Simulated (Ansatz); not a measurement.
YC2:
```cif
data_C4Y2
_chemical_formula_sum 'Y2 C4'
_space_group_name_H-M_alt 'I4/mmm'
_space_group_IT_number 139
_space_group_name_Hall '-I 4 2'
_cell_length_a 3.67468
_cell_length_b 3.67468
_cell_length_c 6.18731
_cell_angle_alpha 90.000
_cell_angle_beta 90.000
_cell_angle_gamma 90.000
loop_
_atom_site_label
_atom_site_type_symbol
_atom_site_symmetry_multiplicity
_atom_site_Wyckoff_symbol
_atom_site_fract_x
_atom_site_fract_y
_atom_site_fract_z
_atom_site_occupancy
Y1 Y 2 a 0.00000 0.00000 0.00000 1
C1 C 4 e 0.00000 0.00000 0.39554 1
```
(The calculation used a cell of 3 atoms; values per cell refer to that cell.)

Relaxed at zero pressure with DFT-r²SCAN in the program Ansatz with PAW potentials.

The volume is lowered by 3 % and shape and atoms relax at that volume. What pressure results, and how do the axes share the change?

3.7 GPa; a -1.2 %, b -1.2 %, c -0.6 %; the energy rises by 5 meV/atom.

Give the new structure.


Space group I4/mmm (No. 139); a = b = 3.630 Å, c = 6.149 Å, α = β = γ = 90.00°

```tsv
atom	site	symmetry	x	y	z
Y	2a	4/mmm	0.0000	0.0000	0.0000
C	4e	4mm	0.0000	0.0000	0.3950
```

The phase is kept; no other phase was compared at this pressure.

The workflow started from an entry of the Crystallography Open Database (COD). Whether it is the stable phase at ambient conditions was not checked. Symmetry was held in the r²SCAN relaxation; its stability against distortions is not shown here. No spin polarisation was allowed.

Potentials: the later of the program's two PAW sets.
